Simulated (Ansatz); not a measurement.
AgI (zinc blende)

```yaml
crystal:
  lattice:
    - [0.00000, 3.31417, 3.31417]
    - [3.31417, 0.00000, 3.31417]
    - [3.31417, 3.31417, 0.00000]
  atoms:
    - { symbol: I, position: [0.75000, 0.75000, 0.75000] }
    - { symbol: Ag, position: [0.00000, 0.00000, 0.00000] }
```

The slice is a {110} plane (indices of the conventional cell) through the point (0.000, 0.000, 0.000) (fractional), spanned by u = [100] and v = [1 -1 -1] in vectors of this cell: u (4.69 Å) and v (6.63 Å, at 90° to u). It covers one period; positions are fractions (u, v).

All values below come from PBE (plane waves to 420 eV, PAW, scalar-relativistic; Ansatz, a quantum-chemistry and plane-wave program). k mesh 9×9×9. Inside the PAW spheres the values are not all-electron values, and peaks at nuclei hang on which shells count as valence. AgI was relaxed with its symmetry unable to fall. Spin-orbit coupling is left out, though I is heavy.

Question: What is the ELF at the density minimum of the shortest I–Ag line in this plane (2.87 Å)?

Answer: 0.3.

Question: The ELF has a maximum in the middle third of the I–Ag line. Where, and how high?

Answer: 0.68, 1.1 Å from I.

Question: Sketch the electron localisation function (ELF) on this plane as a map.

Answer: 
```
|xxxxxx775533221111222233332222111122335577xxxx|
|xxxx7766553322111111111111111111112233556677xx|
|7777665544332211110000000000001111223344556677|
|5555443333222211000000000000000011222233334455|
|3333332222221111000000000000000011112222223333|
|2222222211111100000000000000000000111111222222|
|1111111111110000000000000000000000001111111111|
|1111110000000000000000000000000000000000001111|
|0000000000000000000000000000000000000000000000|
|0000000000000000000000000000000000000000000000|
|0000000000000000000000000000000000000000000000|
|0000000000000000000000000000000000000000000000|
|0000000000000000000000000000000000000000000000|
|0000000000000000001111111111110000000000000000|
|0000000000000011222233333333222211000000000000|
|0000000000001133445566666666554433110000000000|
|0000000011224466778899999999887766442211000000|
|0000000022446688999999999999999988664422000000|
|0000001144668899999999999999999999886644110000|
|0000002255889999998888888888889999998855220000|
|0000113377999999888877666677888899999977331100|
|0000114477999999887744xxxx44778899999977441100|
|00001144779999887755xxxxxxxx557788999977441100|
|11111133779999887744xxxxxxxx447788999977331111|
|11111122559999887755xxxxxxxx557788999955221111|
|2222112233779999887744xxxx44778899997733221122|
|3333221122448899998877666677889999884422112233|
|5555442211225599999988888888999999552211224455|
|7777664422113366999999999999999966331122446677|
|xxxx8866442222447799999999999977442222446688xx|
|xxxxxx775522112244778899998877442211225577xxxx|
|xxxxxx775533221122445566665544221122335577xxxx|
```
Scale: ten equal steps from 0.00 (start of '0') to 0.72 (end of '9'), in the order '0123456789'. Values: electron localisation function (ELF). The map has 23 points along u (two characters each, u = 0 at the left) and 32 along v (v = 0 in the bottom row). Points within 0.5 Å of a nucleus are blanked (x), as the pseudised field means little there.
